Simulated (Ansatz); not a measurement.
The cell is VBiO4 (I4_1/a) from a database structure; cell and atoms were relaxed with r2SCAN. Space group I4_1/a (No. 88), tetragonal; a = 5.121 Å, c = 11.622 Å in the conventional setting, 12.70 Å³ an atom. V is surrounded by 4 O at 1.72 Å; Bi is surrounded by 8 O at 2.43–2.47 Å; O is surrounded by 1 V at 1.72 Å and 2 Bi at 2.43–2.47 Å.

```yaml
crystal:
  lattice:
    - [-2.56052, 2.56052, 5.81111]
    - [2.56052, -2.56052, 5.81111]
    - [2.56052, 2.56052, -5.81111]
  atoms:
    - { symbol: V, position: [0.50000, 0.50000, 0.00000] }
    - { symbol: V, position: [0.25000, 0.75000, 0.50000] }
    - { symbol: Bi, position: [0.00000, 0.00000, 0.00000] }
    - { symbol: Bi, position: [0.75000, 0.25000, 0.50000] }
    - { symbol: O, position: [0.17233, 0.56040, 0.89018] }
    - { symbol: O, position: [0.31040, 0.92021, 0.88807] }
    - { symbol: O, position: [0.03214, 0.42233, 0.11193] }
    - { symbol: O, position: [0.67021, 0.28214, 0.10982] }
    - { symbol: O, position: [0.07979, 0.96786, 0.39018] }
    - { symbol: O, position: [0.71786, 0.82767, 0.38807] }
    - { symbol: O, position: [0.57767, 0.68960, 0.60982] }
    - { symbol: O, position: [0.43960, 0.32979, 0.61193] }
```

The questions ask for values computed with the PAW code Ansatz on this geometry. No magnetic order and no zero-point or thermal motion.

Given (8×8×8 mesh): r2SCAN gives an indirect gap of 2.42 eV, from k = (-0.026, 0.021, 0.344) to k = (0.292, -0.292, 0.203); the least direct gap is 2.52 eV at k = (0.292, -0.292, 0.203).

Question: How does the gap change from r2SCAN to PBE+SOC (8×8×8)?

Answer: The PBE+SOC gap is indirect, 2.03 eV (k = (-0.026, 0.021, 0.344) to k = (0.292, -0.292, 0.203)), below the direct gap of 2.12 eV at k = (0.292, -0.292, 0.203). The gap differs by -0.39 eV from r2SCAN's.

Question: What does HSE06 give for the gap (4×4×4 mesh)?

Answer: With HSE06 the valence top lies at k = (-0.026, 0.021, 0.344) and the conduction bottom at k = (0.292, -0.292, 0.203), 3.29 eV higher; the smallest vertical gap, at k = (0.292, -0.292, 0.203), is 3.40 eV. The gap differs by +0.87 eV from r2SCAN's.

Question: How does the gap change from r2SCAN to PBE0 (4×4×4)?

Answer: With PBE0 the valence top lies at k = (-0.026, 0.021, 0.344) and the conduction bottom at k = (0.292, -0.292, 0.203), 4.00 eV higher; the smallest vertical gap, at k = (0.292, -0.292, 0.203), is 4.11 eV. The gap differs by +1.58 eV from r2SCAN's.

Question: How strongly does the crystal screen a field with clamped ions (r2SCAN)?

Answer: The electronic dielectric tensor ε∞ is 6.80 along x and y, 5.79 along z. Born charges, averaged over directions: V +5.04, Bi +5.82, O -2.71 e. The program notes that the ground state's band table doesn't vouch for all the bands that the response reads.

Only the levels marked +SOC include spin-orbit coupling.

Where an edge lies off the special points, it is a point of the mesh or the k point where a search put PBE's edge or least direct gap, reused for the other functionals, whose own edges may lie a little apart.

Coordinates of k points refer to the reciprocal vectors of the primitive cell of the runs.

PBE's own run along the path (2.19 eV) came before the search for the edges and missed one, so it isn't listed.
